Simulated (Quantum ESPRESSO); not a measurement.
Hf2Ag2InMo2Ti, input and log of a self-consistent run

Computed values, not a measurement. The program is pw.x of Quantum ESPRESSO 7.5 (plane-wave density functional theory). The cell is made up: eight metal atoms on a face-centred cubic lattice, with elements, volume, strain and displacements drawn at random and not relaxed, so it may be unstable or far from any real phase. PseudoDojo standard norm-conserving files set the functional (PBE unless stated); there is no spin polarisation or spin-orbit coupling, the Fermi-Dirac width of 0.25 eV means electrons at about 2900 K, and the masses in the input are unused placeholders. Heavy elements are run without spin-orbit coupling, which real alloys of them have. A spin test at this wide smearing found no moment, but such smearing suppresses magnetism that the real alloy may have.

Input:

```
&control calculation='scf', pseudo_dir='./dojo.nc.sr.pbe.v0_5.standard.upf', outdir='./o', disk_io='minimal', tprnfor=.true., tstress=.true. /
&system ibrav=0, nat=8, ntyp=5, nbnd=74, ecutwfc=84.00895049, nosym=.true., tot_charge=0,
 occupations='smearing', smearing='fd', degauss=0.0183746611
/
&electrons conv_thr=1.470e-08, electron_maxstep=70, mixing_beta=0.5 /
ATOMIC_SPECIES
Ag 1.0 Ag.upf
Hf 1.0 Hf.upf
In 1.0 In.upf
Mo 1.0 Mo.upf
Ti 1.0 Ti.upf
CELL_PARAMETERS angstrom
0.0152 -2.0902 -2.0847
-6.3752 -2.0962 0.0515
-2.1242 4.3443 -6.4028
ATOMIC_POSITIONS angstrom
Hf 0.0597 -0.0668 -0.0766
Ag -2.2015 2.113 -4.2425
In -2.1791 0.0619 -2.2181
Hf -4.2148 2.247 -6.5754
Mo -4.1986 0.1759 -4.0617
Ti -4.119 -1.9105 -2.0522
Ag -6.2197 0.0827 -6.3183
Mo -6.5518 -2.1086 -4.1288
K_POINTS automatic
8 4 3 1 1 1
```

The log is shortened where brackets say so; the opening notice, blank lines, dates and the lines on written files are dropped, and the path of the files is cut. It prints rydbergs, bohrs and kilobars, and counts compression as positive stress. Its total energy is the free energy E - TS of the whole cell.

```
     Program PWSCF v.7.5
     Parallel version (MPI & OpenMP), running on       4 processor cores
     Number of MPI processes:                 4
     Threads/MPI process:                     1
     [start-up lines left out]
     bravais-lattice index     =            0
     lattice parameter (alat)  =       5.5787  a.u.
     unit-cell volume          =    1030.9394 (a.u.)^3
     number of atoms/cell      =            8
     number of atomic types    =            5
     number of electrons       =       115.00
     number of Kohn-Sham states=           74
     kinetic-energy cutoff     =      84.0090  Ry
     charge density cutoff     =     336.0358  Ry
     scf convergence threshold =      1.5E-08
     mixing beta               =       0.5000
     number of iterations used =            8  plain     mixing
     Exchange-correlation= PBE
                           (   1   4   3   4   0   0   0)
     [axes and pseudopotential details left out]
   Cartesian axes
     site n.     atom                  positions (alat units)
         1        Hf     tau(   1) = (   0.0202226  -0.0226276  -0.0259473  )
         2        Ag     tau(   2) = (  -0.7457298   0.7157515  -1.4370922  )
         3        In     tau(   3) = (  -0.7381421   0.0209678  -0.7513528  )
         4        Hf     tau(   4) = (  -1.4277092   0.7611423  -2.2273320  )
         5        Mo     tau(   5) = (  -1.4222217   0.0595839  -1.3758485  )
         6        Ti     tau(   6) = (  -1.3952582  -0.6471573  -0.6951563  )
         7        Ag     tau(   7) = (  -2.1068432   0.0280136  -2.1402427  )
         8        Mo     tau(   8) = (  -2.2193378  -0.7142611  -1.3985778  )
     number of k points=    48  Fermi-Dirac smearing, width (Ry)=  0.0184
                       cart. coord. in units 2pi/alat
        k(    1) = (  -0.0526847  -0.0175619  -0.0712821), wk =   0.0416667
        k(    2) = (   0.0049991  -0.1887688   0.1007971), wk =   0.0416667
     [further k points left out]
     Dense  grid:   107231 G-vectors     FFT dimensions: (  36,  75,  90)
     Estimated max dynamical RAM per process >     385.72 MB
     Estimated total dynamical RAM >       1.43 GB
     Initial potential from superposition of free atoms
     starting charge     114.9870, renormalised to     115.0000
     Starting wfcs are   79 randomized atomic wfcs
     total cpu time spent up to now is        4.9 secs
     per-process dynamical memory:   288.1 Mb
     Self-consistent Calculation
     iteration #  1     ecut=    84.01 Ry     beta= 0.50
     Davidson diagonalization with overlap
     ethr =  1.00E-02,  avg # of iterations =  3.4
     total cpu time spent up to now is       15.5 secs
     total energy              =   -1373.35251319 Ry
     estimated scf accuracy    <       7.59391618 Ry
     iteration #  2     ecut=    84.01 Ry     beta= 0.50
     Davidson diagonalization with overlap
     ethr =  6.60E-03,  avg # of iterations =  4.8
     total cpu time spent up to now is       28.5 secs
     total energy              =   -1374.68949257 Ry
     estimated scf accuracy    <      83.40296051 Ry
     iteration #  3     ecut=    84.01 Ry     beta= 0.50
     Davidson diagonalization with overlap
     ethr =  6.60E-03,  avg # of iterations =  3.6
     total cpu time spent up to now is       39.4 secs
     total energy              =   -1377.90010188 Ry
     estimated scf accuracy    <      11.30470372 Ry
     iteration #  4     ecut=    84.01 Ry     beta= 0.50
     Davidson diagonalization with overlap
     ethr =  6.60E-03,  avg # of iterations =  2.0
     total cpu time spent up to now is       48.2 secs
     total energy              =   -1378.24359851 Ry
     estimated scf accuracy    <       6.19967631 Ry
     iteration #  5     ecut=    84.01 Ry     beta= 0.50
     Davidson diagonalization with overlap
     ethr =  5.39E-03,  avg # of iterations =  1.1
     total cpu time spent up to now is       56.4 secs
     total energy              =   -1378.20615272 Ry
     estimated scf accuracy    <       3.12948528 Ry
     [iterations 6 to 16 left out]
     iteration # 17     ecut=    84.01 Ry     beta= 0.50
     Davidson diagonalization with overlap
     ethr =  1.75E-09,  avg # of iterations =  2.0
     total cpu time spent up to now is      166.1 secs
     total energy              =   -1378.29178239 Ry
     estimated scf accuracy    <       0.00000286 Ry
     iteration # 18     ecut=    84.01 Ry     beta= 0.50
     Davidson diagonalization with overlap
     ethr =  1.75E-09,  avg # of iterations =  1.0
     total cpu time spent up to now is      173.0 secs
     total energy              =   -1378.29178256 Ry
     estimated scf accuracy    <       0.00000021 Ry
     iteration # 19     ecut=    84.01 Ry     beta= 0.50
     Davidson diagonalization with overlap
     ethr =  1.83E-10,  avg # of iterations =  2.0
     total cpu time spent up to now is      180.8 secs
     total energy              =   -1378.29178257 Ry
     estimated scf accuracy    <       0.00000009 Ry
     iteration # 20     ecut=    84.01 Ry     beta= 0.50
     Davidson diagonalization with overlap
     ethr =  7.58E-11,  avg # of iterations =  2.0
     total cpu time spent up to now is      188.5 secs
     total energy              =   -1378.29178258 Ry
     estimated scf accuracy    <       0.00000004 Ry
     iteration # 21     ecut=    84.01 Ry     beta= 0.50
     Davidson diagonalization with overlap
     ethr =  3.75E-11,  avg # of iterations =  1.8
     total cpu time spent up to now is      195.7 secs
     End of self-consistent calculation
     [lines on levels left out]
!    total energy              =   -1378.29178259 Ry
     estimated scf accuracy    <          3.9E-09 Ry
     smearing contrib. (-TS)   =      -0.12748261 Ry
     internal energy E=F+TS    =   -1378.16429998 Ry
     The total energy is F=E-TS. E is the sum of the following terms:
     one-electron contribution =    -479.93562024 Ry
     hartree contribution      =     298.51730823 Ry
     xc contribution           =    -248.29430417 Ry
     ewald contribution        =    -948.45168380 Ry
     convergence has been achieved in  21 iterations
     Forces acting on atoms (cartesian axes, Ry/au):
     atom    1 type  2   force =     0.02822297    0.02546113   -0.01666077
     atom    2 type  1   force =     0.01783480    0.02607229   -0.01535394
     atom    3 type  3   force =     0.01394791    0.00915485    0.02864247
     atom    4 type  2   force =    -0.02029006   -0.04004806    0.07647574
     atom    5 type  4   force =    -0.06643440   -0.03509467   -0.00359935
     atom    6 type  5   force =    -0.05240643   -0.00412581   -0.04903790
     atom    7 type  1   force =    -0.01275335   -0.00438642    0.00558965
     atom    8 type  4   force =     0.09187856    0.02296669   -0.02605591
     Total force =     0.180572     Total SCF correction =     0.000326
     Computing stress (Cartesian axis) and pressure
          total   stress  (Ry/bohr**3)                   (kbar)     P=       -2.64
   0.00007557   0.00011261   0.00009903           11.12       16.57       14.57
   0.00011261  -0.00006359   0.00007584           16.57       -9.35       11.16
   0.00009903   0.00007584  -0.00006578           14.57       11.16       -9.68
     init_run     :      4.48s CPU      4.66s WALL (       1 calls)
     electrons    :    186.84s CPU    190.85s WALL (       1 calls)
     forces       :      1.47s CPU      1.48s WALL (       1 calls)
     stress       :      5.12s CPU      5.20s WALL (       1 calls)
     [timing details left out]
     PWSCF        :   3m18.16s CPU   3m22.45s WALL
     JOB DONE.
```

In other units: free energy -18752.615 eV for the cell, pressure -0.26 GPa, largest force component 2.362 eV/Å in size. The run took 204 s of wall time with four MPI processes on a shared machine (AMD EPYC, Zen 5, virtual cores), so the time is rough. A rerun of this cell at a higher cutoff and on a denser mesh moved values by no more than 0.005 eV in energy, 0.06 GPa in stress and 0.004 eV/Å in force, and a second program with other atomic files agreed on that cell to 2 % rms in force and 0.5 GPa in pressure.